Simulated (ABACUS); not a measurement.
Set-up for a self-consistent single point of CsPbCl₃ (R32, 5 atoms in the cell; from Materials Project mp-675022).

```
CELL_PARAMETERS angstrom
      4.00315     2.31122     3.29556
     -4.00315     2.31122     3.29556
      0.00000    -4.62244     3.29556
ATOMIC_POSITIONS crystal
  Cs 0.50000 0.50000 0.50000
  Pb 0.00000 0.00000 0.00000
  Cl 0.50000 0.01860 0.98140
  Cl 0.98140 0.50000 0.01860
  Cl 0.01860 0.98140 0.50000
```

All values come from this method and carry its errors: LDA (PW92), PseudoDojo 0.4 standard norm-conserving LDA (tails mended) pseudopotentials (plane waves; ABACUS).

ABACUS settings:

| setting | value |
|---|---|
| KPT | MP 6 6 6 0 0 0 |
| basis_type | pw |
| dft_functional | PWLDA |
| ecutwfc | 56 Ry |
| smearing_method | gaussian |
| smearing_sigma | 0.000734986 Ry |
| potentials | PseudoDojo 0.4 standard norm-conserving LDA (tails mended) |
| symmetry | 1 |
| ks_solver | dav |
| scf_nmax | 100 |
| scf_thr | 1.0e-09 Ry |
| mixing_type | pulay |

Results:

* **Number of valence electrons**: 44
* **Number of bands**: 32
* **Number of k-points after the program's reduction**: 28
* **Number of plane waves (most at a k-point)**: 8761
* **Number of SCF iterations**: 8
* **FFT grid**: 54 × 54 × 54
* **Free energy E − TS**: -3895.7378 eV
* **Pressure**: -2.08 GPa
* **Largest force (vector length)**: 0.011 eV/Å

Forces (eV/Å):
```tsv
atom	Fx	Fy	Fz
Cs1	0.000	0.000	0.000
Pb2	0.000	0.000	0.000
Cl3	0.006	-0.010	0.000
Cl4	0.006	0.010	0.000
Cl5	-0.011	0.000	0.000
```

Stress (GPa, positive for compression):
```
-2.07   0.00   0.00
 0.00  -2.07   0.00
 0.00   0.00  -2.10
```

Spin-orbit coupling is left out, which matters for bands and gaps with elements this heavy. The structure comes from a collection of computed structures, made at another level of theory; the collection holds predicted forms beside known ones.

Cost on one core: about 4 core-minutes (a rough figure).

“Tails mended”: in these copies of the files the far tail of each local potential was reset to the Coulomb form.
